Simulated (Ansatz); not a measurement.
Pd (fcc (Cu type), space group No. 225) at seven volumes, PBE in the plane-wave PAW code Ansatz, scaled uniformly. One row is withheld.

| V (Å³/atom) | P (GPa) |
|---|---|
| 13.937 | 20.60 |
| 14.397 | 12.37 |
| 14.856 | 5.59 |
| 15.316 | 0.00 |
| 15.775 | -4.59 |
| 16.235 | ? |
| 16.694 | -11.44 |

### Question
Fit the shown pressures and predict the withheld one.

### Answer
P = (3/2)B₀(x^(7/2) − x^(5/2))[1 + (3/4)(B′ − 4)(x − 1)] with x = (V₀/V)^(2/3). Least squares on the six rows gives V₀ = 15.316 Å³/atom, B₀ = 168 GPa, B′ = 5.51. At V = 16.235, x = 0.9619 and P = -8.34 GPa. The run itself gave -8.36 GPa.

Space group Fm-3m (fcc (Cu type)). The PBE relaxation kept the symmetry of its start. No spin polarisation was allowed.

Potentials: the later of the program's two PAW sets.
